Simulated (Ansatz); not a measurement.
Input:

HfO2:
```cif
data_Hf2O4
_chemical_formula_sum 'Hf2 O4'
_space_group_name_H-M_alt 'P 1'
_space_group_IT_number 1
_cell_length_a 4.83987
_cell_length_b 4.83987
_cell_length_c 3.22453
_cell_angle_alpha 90.000
_cell_angle_beta 90.000
_cell_angle_gamma 90.000
loop_
_space_group_symop_operation_xyz
  'x, y, z'
loop_
_atom_site_label
_atom_site_type_symbol
_atom_site_fract_x
_atom_site_fract_y
_atom_site_fract_z
_atom_site_occupancy
Hf1 Hf 0.00000 0.00000 0.00000 1
Hf2 Hf 0.50000 0.50000 0.50000 1
O1 O 0.19448 0.80552 0.50000 1
O2 O 0.80552 0.19448 0.50000 1
O3 O 0.69448 0.69448 0.00000 1
O4 O 0.30552 0.30552 0.00000 1
```

This is the HSE06-relaxed structure.

**Question.** All from HSE06 (plane waves, PAW; program Ansatz), unless another level is named. Predict the band gap.

**Answer.** 5.65 eV (direct).

**Question.** Give the valence-band maximum.

**Answer.** at Γ.

Space group P4_2/mnm (rutile). The workflow started from a Materials Project entry (that database holds measured and hypothetical structures alike); the Crystallography Open Database copy checked does not list it. It is not the phase usual at ambient conditions (space group No. 14, 29). The cell was relaxed with HSE06 under the symmetry of its start; whether a distortion lowers the energy is not shown. No spin polarisation was allowed. The hybrid was solved on a coarse mesh, the path and, where they were found, the r²SCAN edge points; its band edges are the extreme levels among these. Spin–orbit coupling is left out wherever it is not named.

Potentials: the earlier of the program's two PAW sets.
